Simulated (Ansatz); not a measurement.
Ta:
```xyz
1
Lattice="0.0000 2.1037 2.1037 2.1037 0.0000 2.1037 2.1037 2.1037 0.0000" Properties=species:S:1:pos:R:3 pbc="T T T"
Ta     0.0000     0.0000     0.0000
```

Relaxed with r²SCAN.

**Question.** Map the electron localisation function on the plane through (0.000, 0.000, 0.000) spanned by u = [1, 1, 0] and v = [1, -1, 0] in lattice vectors, from plane-wave PAW r²SCAN (Ansatz code).

**Answer.** x is the fraction of u, y of v (the angle between them is 90°; rows are the nearest grid lines); atoms in the plane: Ta at (0.00, 0.00), Ta at (0.50, 0.50).
```
| .#@%-:+##*+===+*##+:-%@#. |
|.-%@#-:+**+=-:-=+**+:-#@%-.|
|*%@@*::=+=-:::::-=+=::*@@%*|
|@@@#-:-=-::-===-::-=-:-#@@@|
|@%#=::--::=#%@%#=::--::=#%@|
|==-::-=-:-#@@@@@#-:-=-::-==|
|:::-=+=::*@@%*%@@*::=+=-:::|
|:-=+**+:-#@%-.-%@#-:+**+=-:|
|==+*##+:-%@#. .#@%-:+##*+==|
|:-=+**+:-#@%-.-%@#-:+**+=-:|
|:::-=+=::*@@%*%@@*::=+=-:::|
|==-::-=-:-#@@@@@#-:-=-::-==|
|@%#=::--::=#%@%#=::--::=#%@|
|@@@#-:-=-::-===-::-=-:-#@@@|
|*%@@*::=+=-:::::-=+=::*@@%*|
|.-%@#-:+**+=-:-=+**+:-#@%-.|
| .#@%-:+##*+===+*##+:-%@#. |
```
Scale: ten equal steps from 0.020 (start of ' ') to 0.739 (end of '@'), in the order ' .:-=+*#%@'; x runs from 0.000 to 1.00, y from 0.000 (bottom) to 1.00 (top).

The density is the valence pseudo-density with augmentation charge, so density and ELF within about 1 Å of a nucleus are not all-electron values.

Space group Fm-3m (fcc (Cu type)). The cell is a constructed one: a structure type filled with these elements; the Crystallography Open Database files this formula in space group No. 225, but the cells were not matched. It is not the phase usual at ambient conditions (space group No. 229). The r²SCAN relaxation kept the symmetry of its start. At this level the phase is mechanically unstable. The run is not spin-polarised. Scalar-relativistic: spin–orbit coupling is off unless named, which matters more the heavier the elements.

Potentials: the later of the program's two PAW sets.
